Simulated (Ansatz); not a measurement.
Starting cell, NaHF2 (space group R-3m):

```yaml
crystal:
  lattice:
    - [1.71311, 0.98906, 4.57029]
    - [-1.71311, 0.98906, 4.57029]
    - [0.00000, -1.97813, 4.57029]
  atoms:
    - { symbol: Na, position: [0.00000, 0.00000, 0.00000] }
    - { symbol: H, position: [0.50000, 0.50000, 0.50000] }
    - { symbol: F, position: [0.58278, 0.58278, 0.58278] }
    - { symbol: F, position: [0.41722, 0.41722, 0.41722] }
```

In each cell atom 4 (F, nearest neighbour H at 1.135 Å; its periodic images, 3.4 Å or more away, move with it) moves by s·(0.000, 0.000, 1.000) (along Cartesian z), the rest being held.

These are r2SCAN (plane waves to 500 eV, PAW, scalar-relativistic; Ansatz, an electronic-structure program) values and carry that method's errors. k mesh 9×9×9 (Γ-centred), Fermi-Dirac smearing 0.05 eV. E stands for the smeared free energy. NaHF2 was relaxed with its symmetry unable to fall. The zero of ΔE is the undisplaced structure.

```json
[
 {"s (Å)": "-0.110", "ΔE (meV/cell)": "83.2"},
 {"s (Å)": "-0.088", "ΔE (meV/cell)": "55.4"},
 {"s (Å)": "-0.066", "ΔE (meV/cell)": "32.4"},
 {"s (Å)": "-0.044", "ΔE (meV/cell)": "15.0"},
 {"s (Å)": "-0.022", "ΔE (meV/cell)": "3.9"},
 {"s (Å)": "0.000", "ΔE (meV/cell)": "0.0"},
 {"s (Å)": "0.022", "ΔE (meV/cell)": "4.3"},
 {"s (Å)": "0.044", "ΔE (meV/cell)": "18.0"},
 {"s (Å)": "0.066", "ΔE (meV/cell)": "42.6"},
 {"s (Å)": "0.088", "ΔE (meV/cell)": "79.5"},
 {"s (Å)": "0.110", "ΔE (meV/cell)": "130.6"}
]
```

### Question
What force constant k = d²E/ds² at s = 0 does the table give?

### Answer
17 eV/Å². It is the second difference of the nearest points, corrected with the next pair.

### Question
With k = 16.96 eV/Å² from the forces, is the well harmonic out to s = 0.110 Å?

### Answer
½ks² = 102.6 meV/cell against the computed 130.6 meV/cell, so the well is stiffer than harmonic there.

(For displaced atoms, the force is minus the slope of the energy, and its curvature is a force constant, which sets phonon frequencies.)
